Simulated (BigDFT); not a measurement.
Set-up for a self-consistent single point of Pb(I)(OH) (HIOPb).

SMILES: [OH][Pb][I]
```xyz
4

Pb    -0.2052     0.5883     1.1415
I      0.9299     2.3139    -0.6338
O     -0.1847    -1.0190    -0.1701
H     -0.5400    -1.8831    -0.3375
```

Computed with PBE, Daubechies wavelet basis, HGH (Krack) norm-conserving potentials made for PBE, isolated boundary conditions (BigDFT 1.9.6).

BigDFT settings:

```
key                                value
-------------------  -------------------
basis                Daubechies wavelets
dft.hgrids                     0.33 bohr
dft.rmult                            5 8
dft.ixc                              PBE
potentials            built-in HGH-K PBE
boundary_conditions                 free
dft.gnrm_cv                        1e-04
dft.itermax                           80
dft.idsx                               6
dft.nrepmax                            3
```

Results:

| Property | Value |
|---|---|
| Number of valence electrons | 18 |
| Number of orbitals | 9 |
| Size of the basis | 260029 |
| Number of SCF iterations | 15 |
| Grid steps along x, y, z | 56 × 66 × 59 |
| Total energy | -861.7233 eV |
| Largest force (vector length) | 1.161 eV/Å |
| Dipole moment | 3.49 D |
| Highest occupied level | -6.05 eV |

Forces (eV/Å):
```json
[
 {"atom": "Pb1", "Fx": "-0.479", "Fy": "-0.511", "Fz": "0.760"},
 {"atom": "I2", "Fx": "0.358", "Fy": "0.530", "Fz": "-0.528"},
 {"atom": "O3", "Fx": "0.665", "Fy": "0.805", "Fz": "-0.508"},
 {"atom": "H4", "Fx": "-0.544", "Fy": "-0.824", "Fz": "0.276"}
]
```

The grid can part forces that symmetry would make equal. Forces above 1 eV/Å remain at this geometry. The geometry comes from a cheaper method or was typed, in some cases with atoms then moved at random; it is not relaxed at this level, and the species need not be a known compound. A coarse multiplier of 5 or less cuts the tails of heavy atoms' orbitals, which raises levels.

These are the values that this program gave, and no reference: the built-in potentials of some of these elements keep semicore shells in the core, which can shift energies, forces and lattice constants.

Cost on one core: about 40 core-seconds (a rough figure).
